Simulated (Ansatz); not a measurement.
A: BN (zinc blende), a = b = c = 3.610 Å, α = β = γ = 90.00°
B: Rh (fcc, Cu type), a = b = c = 3.8000 Å, α = β = γ = 90.00°
C: YN (rock salt), a = b = c = 4.8957 Å, α = β = γ = 90.00°
D: KI (rock salt), a = b = c = 7.0915 Å, α = β = γ = 90.00°

Scan: energy against volume (even scaling of the relaxed cell, symmetry kept). One method and one kind of scan serve all of them; meshes and ranges differ. All were relaxed with their symmetry unable to fall. Rh is run without spin polarisation. Spin-orbit coupling is left out. YN is run without spin polarisation.

Q: Order them by bulk modulus (fitted) (highest first) at the level r2SCAN (plane waves to 500 eV, PAW, scalar-relativistic; Ansatz, a program for electronic structure).

A: A (391 GPa), B (282 GPa), C (169 GPa), D (12.4 GPa)

(Under strain, the slope of the energy per volume gives the stress and its curvature an elastic modulus.)
